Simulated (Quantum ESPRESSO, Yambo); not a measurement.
GaN (wurtzite, space group P6_3mc, No. 186) under biaxial strain (along x and y, z relaxed), counted from the cell relaxed with PBEsol, atoms relaxed at each step. PBEsol (pw.x of Quantum ESPRESSO, ONCV potentials, without SOC); G0W0 in Yambo (6×6×4 Γ-centred k mesh, 93 bands and a 8 Ry block in the screening, 93 bands in G with the Bruneval-Gonze terminator, plasmon pole fitted at 27.2 eV).

| strain (%) | PBEsol gap (eV) | kind | G0W0 direct gap (eV) |
|---|---|---|---|
| -2 | … | direct | … |
| -1 | 1.95 | direct | 2.51 at Γ |
| 0 | 1.91 | direct | 2.45 at Γ |
| +1 | 1.81 | direct | 2.36 at Γ |
| +2 | 1.67 | direct | 2.21 at Γ |

**Question.** Estimate the withheld gaps from the other strains; the computed values follow.

**Answer.** 
- -2, PBEsol gap (eV): 1.97
- -2, G0W0 direct gap (eV): 2.55 at Γ

GW, BSE and RPA settings are held fixed; their convergence isn't established. Strains are linear. The screening block changes size along the series (135 vectors at -2 %, 135 vectors at -1 %, 123 vectors at +0 %, 123 vectors at +1 %, 135 vectors at +2 %), which puts steps into the G0W0 values. Spin-orbit splittings are left out. Axes are Cartesian, with cell vectors (Å) (3.18, 0.00, 0.00), (-1.59, 2.76, 0.00), (0.00, 0.00, 5.19).

The standard potential for Ga keeps a d shell in the valence without the s and p states of that shell. In tests on such compounds this moved G0W0 gaps by up to about 0.9 eV, so absolute quasiparticle energies here are unreliable; differences between settings are what counts.
